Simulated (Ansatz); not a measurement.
**Sn started on a Si site and a Si vacancy, 4.19 Å apart on the ideal sites in rutile SiO2, 71 atoms, charge 0**

All numbers below come from DFT, PBEsol, PAW, plane waves (Ansatz).

Command:

```sh
ansatz run in.yaml --threads 8 --pin off --max-ram 118750MiB --runs-dir r --events-out ev --progress --plain --backend cuda --devices 0, --max-vram 170GiB
```

The input less its lattice and atoms (starting moments on atoms near the defect: 4 μB in all):

```yaml
crystal:
  symmetry: { detect: false }
kpoints:
  mp_grid: { grid: [1, 1, 1], shift: [0.25, 0.25, 0.25] }
hamiltonian:
  xc: pbesol
magnetization:
  spin_polarized: true
scf:
  occupations: { method: fermi_dirac, width: 0.01 }
relax:
  f_tol: 0.03
  max_steps: 80
  escape_saddle: false
  adjacent_minimum: "off"
output:
  forces: true
  eigenvalues: true
  populations: true
```

Start:

```xyz
71
Lattice="8.3887 0.0000 0.0000 0.0000 8.3887 0.0000 0.0000 0.0000 8.0356" Properties=species:S:1:pos:R:3 pbc="T T T"
Si    0.0065    0.0278    0.0020
Si    8.3478    0.0163    2.7051
Si    8.3671    8.3688    5.3636
Si    8.3767    4.1898    0.0159
Si    8.3816    4.1975    5.4029
Si    4.2119    8.3711    0.0023
Si    4.2265    0.0181    2.6898
Si    4.1760    0.0003    5.3664
Si    4.1793    4.1896    8.0249
Si    4.2296    4.1978    5.3777
Si    2.0925    2.0701    1.3448
Si    2.1092    2.0994    4.0218
Si    2.1373    2.1002    6.6945
Si    2.0957    6.2835    1.3473
Si    2.0975    6.2794    4.0317
Si    2.0790    6.2954    6.6973
Si    6.2663    2.0901    1.3608
Si    6.2914    2.1283    4.0276
Si    6.2807    2.1177    6.6665
Si    6.2872    6.3156    1.3367
Si    6.2847    6.2637    4.0092
Si    6.2930    6.2593    6.7374
Sn    4.1756    4.1920    2.6989
O     1.2570    1.2713    8.0327
O     1.3148    1.2960    2.6536
O     1.3067    1.3119    5.3448
O     1.2779    5.4776    8.0153
O     1.2712    5.5006    2.7031
O     1.2924    5.4692    5.3677
O     5.5192    1.2904    0.0010
O     5.4593    1.2812    2.7134
O     5.4733    1.3007    5.3402
O     5.4547    5.5044    8.0338
O     5.4845    5.4940    2.6928
O     5.4710    5.4891    5.3183
O     2.9334    2.9331    0.0114
O     2.9335    2.9308    2.6613
O     2.9122    2.9052    5.3338
O     2.8831    7.0978    0.0010
O     2.9445    7.1211    2.6565
O     2.8854    7.1372    5.3709
O     7.1178    2.9220    0.0113
O     7.1144    2.9032    2.6836
O     7.1177    2.9178    5.3451
O     7.1049    7.0947    0.0026
O     7.0662    7.1216    2.6225
O     7.0880    7.1186    5.3752
O     0.8309    3.4117    1.3592
O     0.8342    3.3632    3.9796
O     0.8433    3.3651    6.7146
O     0.8468    7.5952    1.3395
O     0.7915    7.5745    3.9964
O     0.7770    7.5613    6.7120
O     4.9981    3.3762    1.3303
O     4.9850    3.3834    4.0014
O     5.0439    3.3866    6.6821
O     5.0194    7.6116    1.3327
O     5.0188    7.5788    4.0031
O     5.0342    7.5927    6.7288
O     3.3863    0.8526    1.3342
O     3.3866    0.7972    3.9896
O     3.3617    0.8013    6.6851
O     3.3820    5.0151    1.3177
O     3.3878    5.0303    4.0341
O     3.3712    4.9731    6.6750
O     7.5649    0.8038    1.3292
O     7.5938    0.8156    3.9782
O     7.5913    0.8380    6.6610
O     7.5380    5.0130    1.3498
O     7.5546    4.9726    4.0692
O     7.5549    4.9866    6.7132
```

Steps:

```tsv
step	energy less the first (eV)	largest force component (eV/Å)
start	0.000	9.179
1	-4.942	2.573
2	-6.219	1.024
3	-6.414	0.247
4	-6.425	0.110
5	-6.426	0.058
6	-6.427	0.011
```

End:

```xyz
71
Lattice="8.3887 0.0000 0.0000 0.0000 8.3887 0.0000 0.0000 0.0000 8.0356" Properties=species:S:1:pos:R:3 pbc="T T T"
Si    0.0003    0.0054    8.0298
Si    8.3883    0.0036    2.6785
Si    8.3882    0.0017    5.3630
Si    0.0062    4.1955    0.0551
Si    8.3820    4.2004    5.3022
Si    4.1949    0.0073    8.0349
Si    4.1945    0.0033    2.6786
Si    4.1936    8.3884    5.3578
Si    4.1922    4.1925    7.9816
Si    4.1964    4.2034    5.4113
Si    2.0289    2.0809    1.3288
Si    2.0294    2.0684    4.0255
Si    2.0735    2.1124    6.6962
Si    2.0674    6.3134    1.3402
Si    2.0641    6.3095    4.0103
Si    2.0799    6.3142    6.6940
Si    6.3240    2.0865    1.3468
Si    6.3210    2.0823    4.0169
Si    6.3085    2.0817    6.6987
Si    6.3590    6.3270    1.3315
Si    6.3598    6.3143    4.0283
Si    6.3151    6.2831    6.6965
Sn    4.1938    4.1980    2.6788
O     1.2837    1.2452    8.0120
O     1.2331    1.2393    2.6793
O     1.2842    1.2398    5.3811
O     1.2581    5.5122    8.0165
O     1.3693    5.5150    2.6702
O     1.2559    5.5100    5.3716
O     5.5033    1.2484    8.0208
O     5.4241    1.2642    2.6793
O     5.5019    1.2459    5.3753
O     5.4826    5.4997    8.0283
O     5.5814    5.5965    2.6778
O     5.4724    5.5028    5.3734
O     2.9160    2.8930    8.0193
O     2.8072    2.7989    2.6794
O     2.9056    2.8964    5.3642
O     2.8865    7.1498    8.0174
O     2.9642    7.1317    2.6778
O     2.8851    7.1473    5.3721
O     7.1326    2.8857    8.0212
O     7.0192    2.8808    2.6869
O     7.1305    2.8835    5.3762
O     7.1041    7.1559    8.0116
O     7.1551    7.1566    2.6778
O     7.1048    7.1504    5.3807
O     0.8652    3.3277    1.2096
O     0.8645    3.3286    4.1455
O     0.8206    3.3935    6.6939
O     0.8150    7.5882    1.3300
O     0.8134    7.5856    4.0239
O     0.8010    7.5766    6.6962
O     5.0579    3.3179    1.1542
O     5.0495    3.3114    4.2064
O     5.0118    3.3777    6.6955
O     5.0251    7.5837    1.3244
O     5.0252    7.5819    4.0321
O     4.9973    7.5599    6.6982
O     3.3633    0.8137    1.3250
O     3.3635    0.8119    4.0326
O     3.3912    0.8360    6.6946
O     3.3388    5.0845    1.1508
O     3.3307    5.0783    4.2033
O     3.3765    5.0179    6.6973
O     7.5751    0.8105    1.3330
O     7.5734    0.8077    4.0272
O     7.5875    0.8191    6.6966
O     7.5243    5.0674    1.2117
O     7.5237    5.0681    4.1470
O     7.5677    5.0021    6.6988
```

The calculation finished and met its thresholds.

Time: 8 s of wall time on one NVIDIA GB200 with 8 processor threads, on a host shared with other runs; peak host memory 1.8 GiB.

Question: How much energy did the relaxation gain, and which atom moved most?

Answer: 6.43 eV in 6 steps, from a start with small random displacements; atom 55 (O) moved 0.23 Å, the median atom 0.05 Å (drift of the whole cell removed).

The moment started at 4 μB and ended at 2.0 μB; no other spin state is shown. The one k point has no symmetry partners, which can distort the end along one axis.
